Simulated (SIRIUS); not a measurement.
Band structure of Zr (P6_3/mmc, 2 atoms in the cell; from Materials Project mp-131).

```xyz
2
Lattice="3.2392 0.0000 0.0000 -1.6196 2.8053 0.0000 0.0000 0.0000 5.1722" Properties=species:S:1:pos:R:3 pbc="T T T"
Zr     0.0000     1.8702     1.2931
Zr     1.6196     0.9351     3.8792
```

Method: PBEsol, GBRV PBEsol ultrasoft pseudopotentials (plane waves; SIRIUS 7.12.0).

Settings: parameters.ngridk = 16 16 10; parameters.xc_functionals = [XC_GGA_X_PBE_SOL, XC_GGA_C_PBE_SOL]; parameters.gk_cutoff = 6.325 1/bohr; parameters.pw_cutoff = 14.143 1/bohr; parameters.smearing = cold; parameters.smearing_width = 0.00999582 Ha; potentials = GBRV PBEsol ultrasoft pseudopotentials; parameters.electronic_structure_method = pseudopotential; parameters.num_bands = 24; parameters.num_mag_dims = 0; parameters.num_dft_iter = 100; parameters.energy_tol = 1e-07 Ha; parameters.density_tol = 1e-06; mixer.type = broyden2.

The structure comes from a collection of computed structures, made at another level of theory; the collection holds predicted forms beside known ones.

Points are given in units of this cell's reciprocal vectors. Levels in eV from the Fermi level, bands 9 to 16:
```json
[
 {"point": "Γ (0 0 0)", "9": "-5.63", "10": "-2.99", "11": "0.88", "12": "0.88", "13": "1.01", "14": "1.15", "15": "1.56", "16": "1.56"},
 {"point": "M (0.5 0 0)", "9": "-2.51", "10": "-2.48", "11": "-2.10", "12": "-0.20", "13": "0.57", "14": "0.78", "15": "1.45", "16": "4.89"},
 {"point": "K (0.333 0.333 0)", "9": "-2.04", "10": "-1.32", "11": "-1.32", "12": "-1.10", "13": "0.28", "14": "0.28", "15": "1.79", "16": "4.30"},
 {"point": "A (0 0 0.5)", "9": "-3.94", "10": "-3.94", "11": "0.06", "12": "0.06", "13": "0.79", "14": "0.79", "15": "0.79", "16": "0.79"},
 {"point": "L (0.5 0 0.5)", "9": "-2.82", "10": "-2.82", "11": "-1.02", "12": "-1.02", "13": "1.62", "14": "1.62", "15": "2.22", "16": "2.22"},
 {"point": "H (0.333 0.333 0.5)", "9": "-1.41", "10": "-1.41", "11": "-1.24", "12": "-1.24", "13": "-0.01", "14": "-0.01", "15": "2.03", "16": "2.03"}
]
```

4 bands cross the Fermi level along this path, so the cell has no gap at this level.
